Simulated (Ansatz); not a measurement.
MgSe2:
```cif
data_Mg4Se8
_chemical_formula_sum 'Mg4 Se8'
_space_group_name_H-M_alt 'P 1'
_space_group_IT_number 1
_cell_length_a 6.47318
_cell_length_b 6.47318
_cell_length_c 6.47318
_cell_angle_alpha 90.000
_cell_angle_beta 90.000
_cell_angle_gamma 90.000
loop_
_space_group_symop_operation_xyz
  'x, y, z'
loop_
_atom_site_label
_atom_site_type_symbol
_atom_site_fract_x
_atom_site_fract_y
_atom_site_fract_z
_atom_site_occupancy
Mg1 Mg 0.50000 0.50000 0.00000 1
Mg2 Mg 0.00000 0.50000 0.50000 1
Mg3 Mg 0.00000 0.00000 0.00000 1
Mg4 Mg 0.50000 0.00000 0.50000 1
Se1 Se 0.10602 0.89398 0.39398 1
Se2 Se 0.89398 0.10602 0.60602 1
Se3 Se 0.39398 0.10602 0.89398 1
Se4 Se 0.60602 0.89398 0.10602 1
Se5 Se 0.60602 0.60602 0.60602 1
Se6 Se 0.39398 0.39398 0.39398 1
Se7 Se 0.89398 0.39398 0.10602 1
Se8 Se 0.10602 0.60602 0.89398 1
```

Relaxed with r²SCAN.

Question: Which orbitals make up the states near the band edges in DFT-r²SCAN in the program Ansatz with PAW potentials?

Answer: Top 1 eV of the valence band: Se 4p 97 %. Bottom 1 eV of the conduction band: Se 4p 83 %, Se 4s 6 %, outside the projected shells 8 %. Projections are on Löwdin-orthogonalised atomic valence shells; empty p or d shells of many metals are not among them.

Question: Tabulate the density of states.

Answer: States/eV per cell of 12 atoms, in 0.25 eV bins, energy from the valence-band maximum.

| E (eV) | total | Se 4p | Mg 3s | Se 4s |
|---|---|---|---|---|
| -7.85 | 0.00 | 0.00 | 0.00 | 0.00 |
| -7.60 | 0.00 | 0.00 | 0.00 | 0.00 |
| -7.35 | 0.00 | 0.00 | 0.00 | 0.00 |
| -7.10 | 0.00 | 0.00 | 0.00 | 0.00 |
| -6.85 | 0.00 | 0.00 | 0.00 | 0.00 |
| -6.60 | 0.00 | 0.00 | 0.00 | 0.00 |
| -6.35 | 0.00 | 0.00 | 0.00 | 0.00 |
| -6.10 | 0.00 | 0.00 | 0.00 | 0.00 |
| -5.85 | 0.00 | 0.00 | 0.00 | 0.00 |
| -5.60 | 0.00 | 0.00 | 0.00 | 0.00 |
| -5.35 | 0.00 | 0.00 | 0.00 | 0.00 |
| -5.10 | 0.41 | 0.37 | 0.04 | 0.00 |
| -4.85 | 12.28 | 11.04 | 1.01 | 0.16 |
| -4.60 | 9.66 | 8.60 | 0.74 | 0.25 |
| -4.35 | 9.05 | 8.04 | 0.62 | 0.32 |
| -4.10 | 6.61 | 5.71 | 0.60 | 0.25 |
| -3.85 | 8.25 | 7.19 | 0.56 | 0.41 |
| -3.60 | 5.17 | 4.58 | 0.26 | 0.27 |
| -3.35 | 6.45 | 5.86 | 0.21 | 0.29 |
| -3.10 | 7.07 | 6.49 | 0.19 | 0.28 |
| -2.85 | 7.34 | 6.81 | 0.22 | 0.20 |
| -2.60 | 8.51 | 7.90 | 0.25 | 0.21 |
| -2.35 | 10.83 | 10.22 | 0.22 | 0.21 |
| -2.10 | 5.63 | 5.35 | 0.10 | 0.07 |
| -1.85 | 4.13 | 3.77 | 0.21 | 0.05 |
| -1.60 | 4.97 | 4.55 | 0.26 | 0.04 |
| -1.35 | 10.74 | 10.00 | 0.37 | 0.07 |
| -1.10 | 9.68 | 9.18 | 0.17 | 0.05 |
| -0.85 | 15.17 | 14.56 | 0.16 | 0.06 |
| -0.60 | 10.14 | 9.81 | 0.05 | 0.03 |
| -0.35 | 5.61 | 5.46 | 0.01 | 0.01 |
| -0.10 | 2.28 | 2.23 | 0.00 | 0.00 |
| 0.15 | 0.00 | 0.00 | 0.00 | 0.00 |
| 0.40 | 0.00 | 0.00 | 0.00 | 0.00 |
| 0.65 | 0.00 | 0.00 | 0.00 | 0.00 |
| 0.90 | 0.00 | 0.00 | 0.00 | 0.00 |
| 1.15 | 0.00 | 0.00 | 0.00 | 0.00 |
| 1.40 | 0.00 | 0.00 | 0.00 | 0.00 |
| 1.65 | 0.00 | 0.00 | 0.00 | 0.00 |
| 1.90 | 0.00 | 0.00 | 0.00 | 0.00 |
| 2.15 | 3.68 | 2.88 | 0.17 | 0.29 |
| 2.40 | 14.28 | 11.76 | 0.39 | 0.91 |
| 2.65 | 11.53 | 9.72 | 0.22 | 0.69 |
| 2.90 | 2.24 | 1.94 | 0.04 | 0.14 |
| 3.15 | 0.26 | 0.23 | 0.00 | 0.02 |
| 3.40 | 0.00 | 0.00 | 0.00 | 0.00 |
| 3.65 | 0.00 | 0.00 | 0.00 | 0.00 |
| 3.90 | 0.00 | 0.00 | 0.00 | 0.00 |
| 4.15 | 0.00 | 0.00 | 0.00 | 0.00 |
| 4.40 | 0.03 | 0.01 | 0.02 | 0.01 |
| 4.65 | 0.44 | 0.10 | 0.23 | 0.07 |
| 4.90 | 5.96 | 1.08 | 2.97 | 0.42 |
| 5.15 | 8.77 | 1.54 | 4.12 | 0.32 |
| 5.40 | 8.86 | 1.70 | 3.88 | 0.24 |
| 5.65 | 4.01 | 0.76 | 1.63 | 0.10 |
| 5.90 | 5.77 | 0.51 | 0.88 | 0.06 |
| 6.15 | 10.11 | 0.66 | 1.01 | 0.08 |
| 6.40 | 5.36 | 0.31 | 0.46 | 0.03 |
| 6.65 | 9.41 | 0.39 | 0.55 | 0.05 |
| 6.90 | 8.83 | 0.31 | 0.36 | 0.04 |

Space group Pa-3. The first step of the workflow began from a Materials Project structure, measured or hypothetical; the Crystallography Open Database copy checked does not list it. Whether it is the stable phase at ambient conditions was not checked. The r²SCAN relaxation kept the symmetry of its start; its stability against distortions is not shown here. Spin–orbit coupling is left out wherever it is not named.

Potentials: the later of the program's two PAW sets.
